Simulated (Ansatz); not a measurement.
CaF₂ (fluorite)

```yaml
crystal:
  lattice:
    - [0.00000, 2.71018, 2.71018]
    - [2.71018, 0.00000, 2.71018]
    - [2.71018, 2.71018, 0.00000]
  atoms:
    - { symbol: Ca, position: [0.00000, 0.00000, 0.00000] }
    - { symbol: F, position: [0.25000, 0.25000, 0.25000] }
    - { symbol: F, position: [0.75000, 0.75000, 0.75000] }
```

The slice is a {100} plane (indices of the conventional cell) through the point (0.250, 0.250, 0.250) (fractional), spanned by u = [100] and v = [0 1 -1] in vectors of this cell: u (3.83 Å) and v (3.83 Å, at 90° to u). It covers one period; positions are fractions (u, v).

Method: PBEsol (plane waves to 420 eV, PAW, scalar-relativistic; Ansatz, a program for electronic structure). k mesh 11×11×11. These are valence fields of a PAW run, semicore shells included where kept as valence: close to a nucleus they are smooth pseudo fields. CaF2 was relaxed with its symmetry unable to fall. The PAW data are Ansatz's earlier set.

Problem. Predict the map of the electrostatic potential energy of an electron, from the cell's mean on the slice.

Solution. 
```
v \ u  0.00  0.12  0.25  0.38  0.50  0.62  0.75  0.88
-----  ----  ----  ----  ----  ----  ----  ----  ----
0.88      x     x   6.6   5.4   4.6   5.4   6.7     x
0.75      x   6.7   7.2   6.7     x   6.7   7.2   6.7
0.62    4.6   5.4   6.6     x     x     x   6.7   5.4
0.50    3.4   4.5     x     x     x     x     x   4.6
0.38    4.6   5.4   6.6     x     x     x   6.7   5.4
0.25      x   6.7   7.2   6.7     x   6.7   7.2   6.7
0.12      x     x   6.6   5.4   4.6   5.4   6.7     x
0.00      x     x     x   4.5   3.4   4.6     x     x
```

Values: electrostatic potential energy of an electron, from the cell's mean, in eV. Points within 1 Å of a nucleus are blanked (x), as the pseudised field means little there. The zero, the cell's mean, hangs on the PAW cores.
